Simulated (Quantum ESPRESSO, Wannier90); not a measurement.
**SiC (wurtzite), plane waves to Wannier functions**

```
begin unit_cell_cart
ang
    3.0735101131    0.0000000000    0.0000000000
   -1.5367550566    2.6617378367    0.0000000000
    0.0000000000    0.0000000000    5.0452500000
end unit_cell_cart
begin atoms_frac
Si   0.3333333333 -0.3333333333  0.4996000000
Si  -0.3333333333  0.3333333333 -0.0004000000
C    0.3333333333 -0.3333333333 -0.1246000000
C   -0.3333333333  0.3333333333  0.3754000000
end atoms_frac
```

Cell from Materials Project (mp-7140), symmetrised, no further relaxation. COD (Crystallography Open Database) has the formula in 5 space groups, this one among them (matched by group alone). Computed values, not measurements, from PBEsol: Quantum ESPRESSO (norm-conserving PseudoDojo potentials, cutoff 66 Ry, no spin polarisation, no spin-orbit coupling) on a Γ-centred 12×12×6 mesh, then Wannier90. Density: 12×12×6 mesh, cold smearing 0.01 Ry.

Bands 1-2 form an isolated set from -15.62 to -10.30 eV relative to the valence-band maximum (on the path) and are turned into 2 Wannier functions by minimising the spread from the start: SCDM (isolated).

Task: Where do the functions sit, how wide are they and what are they made of?

Result: 
| functions | spread (Å²) | nearest atom, distance (Å) | second atom, distance (Å) | weight on atomic waves |
|---|---|---|---|---|
| 2 | 2.09 | C 0.02 | Si 1.88 | C 2s 44 %, Si 3p 31 %, Si 3s 18 % |

Ω_I = 4.11 Å², Ω_total = 4.18 Å²; the interpolated bands follow pw.x to 1.0 meV rms on the path. Only this start was tried; a symmetric start can stop on a saddle, and mixtures of these functions could lower the total by at most Ω_total − Ω_I.
